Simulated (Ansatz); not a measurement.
Clean, relaxed (001) surface of TiSi2, space group Fddd (No. 70) (top face towards +c; atoms held fixed, by place in the list: 1, 2, 3):

```yaml
crystal:
  lattice:
    - [4.70358, 0.00000, 0.00000]
    - [-2.32068, 4.09123, 0.00000]
    - [0.00000, 0.00000, 21.23073]
  atoms:
    - { symbol: Ti, position: [0.00000, 0.00000, 0.40036] }
    - { symbol: Si, position: [0.33655, 0.66345, 0.40036] }
    - { symbol: Si, position: [0.66345, 0.33655, 0.40036] }
    - { symbol: Ti, position: [0.00000, 0.50000, 0.50264] }
    - { symbol: Si, position: [0.66015, 0.83877, 0.50212] }
    - { symbol: Si, position: [0.33985, 0.16123, 0.50212] }
    - { symbol: Ti, position: [0.50000, 0.50000, 0.60436] }
    - { symbol: Si, position: [0.83372, 0.15749, 0.60384] }
    - { symbol: Si, position: [0.16628, 0.84251, 0.60384] }
```

Method: DFT PBE+D3(BJ), scalar-relativistic, plane waves, PAW (Ansatz 0.2.0). Plane waves to 420 eV, a k mesh through Γ of 7×7×1 on the computed 9-atom cell and Gaussian smearing (0.10 eV); no spin polarisation. The cell repeats along c with a dipole correction in the vacuum.

F₂ is adsorbed on the top face, one adsorbate per 19.2 Å², and relaxed from 3 starting sites (fractions of a and b). The adsorption energy is E(slab + adsorbate) − E(slab) − E(free adsorbate, spin-polarised where open-shell). Heights count from the highest slab atom after relaxation. Δφ is the top face's. Δp counts per cell along +c. Bonded neighbours lie within 1.25 times the sum of covalent radii (1.35 for H) and, on that scale, within 12 % of the closest. With the adsorbate the cell is lengthened along c to keep the vacuum.

```csv
start,ends at,E_ads (eV),height (Å),shortest contact,Δφ (eV),Δp (e·Å),whole?
"top (Ti) at (0.50, 0.50)","(0.46, 0.57), 1 bonded neighbour (Ti)",-7.90,1.73,F–Si 1.65 Å,+3.07,-0.313,"no, it splits"
"hollow (Si-Ti-Si) at (0.50, 0.17)","(0.91, 0.63), 2 bonded neighbours (Si and Ti)",-7.35,1.20,F–Si 1.75 Å,+1.40,-0.138,"no, it splits"
"bridge (Si-Ti) at (0.67, 0.33)","(0.83, 0.17), 1 bonded neighbour (Si)",-7.10,1.66,F–Si 1.66 Å,+2.02,-0.205,"no, it splits"
```

Among the sites tried, the lowest end comes from the top (Ti) at (0.50, 0.50) start; other sites may lie lower.

Each end is the local minimum or symmetric point that its start leads to. The slab is only 4.2 Å thick, so the energies aren't converged with thickness.

For at least one of the starts the bottom face's work function also shifts by over 0.1 eV: the slab is too thin to screen the adsorbate, so the work functions aren't converged with thickness.

Spin polarisation was left out, and a magnetic state may lie lower.